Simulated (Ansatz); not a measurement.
Relaxed-ion elastic tensor of Ti (bcc (W type), Im-3m) in GPa (Voigt order), the program Ansatz at the r²SCAN level (PAW); density 4.62 g/cm³, 17.19 Å³ per atom.

```tsv
	1	2	3	4	5	6
1	86.6	124	124	0.0	0.0	0.0
2	124	86.6	124	0.0	0.0	0.0
3	124	124	86.6	0.0	0.0	0.0
4	0.0	0.0	0.0	42.5	0.0	0.0
5	0.0	0.0	0.0	0.0	42.5	0.0
6	0.0	0.0	0.0	0.0	0.0	42.5
```

Task: Is the crystal mechanically stable?

Result: No: the smallest eigenvalue of C is -37.2 GPa.

This is a known high-temperature phase of the composition, computed here at zero pressure and temperature. Symmetry was held in the r²SCAN relaxation. At this level the phase is mechanically unstable. The run is not spin-polarised. As this level gives no gap, shear constants depend on the k-mesh and smearing (Fermi–Dirac, 0.1 eV here). On the denser mesh and wider smearing of the elastic run this cell carries a stress of 0.5 GPa.

Potentials: the later of the program's two PAW sets.
